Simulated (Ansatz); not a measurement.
MoS2 with phosphorus replacing S: do the settings matter for the field gradients?

Cell: a supercell of MoS2 (space group P6_3/mmc) built from an entry of the Crystallography Open Database (COD), with all atoms left at the host's positions.

```
CELL_PARAMETERS angstrom
9.50700 0.00000 0.00000
-3.16900 5.48887 0.00000
0.00000 0.00000 12.32400
ATOMIC_POSITIONS crystal
Mo 0.11111 0.33333 0.25000
Mo 0.11111 0.83333 0.25000
Mo 0.44444 0.33333 0.25000
Mo 0.44444 0.83333 0.25000
Mo 0.77778 0.33333 0.25000
Mo 0.77778 0.83333 0.25000
Mo 0.22222 0.16667 0.75000
Mo 0.22222 0.66667 0.75000
Mo 0.55556 0.16667 0.75000
Mo 0.55556 0.66667 0.75000
Mo 0.88889 0.16667 0.75000
Mo 0.88889 0.66667 0.75000
P 0.11111 0.33333 0.62300
S 0.11111 0.83333 0.62300
S 0.44444 0.33333 0.62300
S 0.44444 0.83333 0.62300
S 0.77778 0.33333 0.62300
S 0.77778 0.83333 0.62300
S 0.22222 0.16667 0.12300
S 0.22222 0.66667 0.12300
S 0.55556 0.16667 0.12300
S 0.55556 0.66667 0.12300
S 0.88889 0.16667 0.12300
S 0.88889 0.66667 0.12300
S 0.11111 0.33333 0.87700
S 0.11111 0.83333 0.87700
S 0.44444 0.33333 0.87700
S 0.44444 0.83333 0.87700
S 0.77778 0.33333 0.87700
S 0.77778 0.83333 0.87700
S 0.22222 0.16667 0.37700
S 0.22222 0.66667 0.37700
S 0.55556 0.16667 0.37700
S 0.55556 0.66667 0.37700
S 0.88889 0.16667 0.37700
S 0.88889 0.66667 0.37700
```

Atoms are numbered from 1 in the order listed; like atoms form one site, named after its first atom.

Reference run. All values are calculated (Ansatz; DFT, PBE, plane waves and PAW, scalar-relativistic, 420 eV cutoff, Γ-centred 3×4×2 k-points, Fermi–Dirac smearing 0.01 eV, cell charge -1), not measured.

(1) The input is changed as follows: `scf.eigensolver.kind`: not typed → davidson. What happens to V_zz (10²¹ V/m²) and η?

## Answers

(1) 

```
site  atom  V_zz reference  η reference  V_zz changed  η changed
 Mo7     7           -9.07         0.06         -9.07       0.06
 Mo9     9           -7.03         0.24         -7.03       0.24
Mo10    10           -6.91         0.17         -6.91       0.17
Mo11    11           -8.91         0.11         -8.91       0.11
Mo12    12           -6.82         0.11         -6.82       0.11
   P    13           -6.21         0.01         -6.21       0.01
 S14    14           -5.23         0.07         -5.23       0.07
 S16    16           -5.08         0.14         -5.08       0.14
 S25    25           -4.97         0.01         -4.97       0.01
 S26    26           -4.55         0.04         -4.55       0.04
 S28    28           -4.78         0.22         -4.78       0.22
 S31    31           -5.15         0.02         -5.15       0.02
```

All printed values agree. The table leaves out 18 of the 30 sites, with |V_zz| up to 7.87; their tensors move by 0.01 at most along any direction. Mixing, solver and start steer the path to self-consistency, not the state that is reached here. SCF iterations: 13 and 13.

On the reference run: The defect repeats with the cell of 36 atoms, so it feels its images: sites between two images don't show the values beside a lone defect, and zeros or small values of η there can come from the images' arrangement. Mo and S carry a gradient in the pure host already, so the values there aren't the defect's effect alone. A uniform background compensates the cell's charge. Without spin–orbit coupling (the program notes it for Mo) the gradients can shift somewhat, as the gap is small. The neighbours have not yet relaxed around the defect (largest force 0.88 eV/Å), so a real crystal will differ.
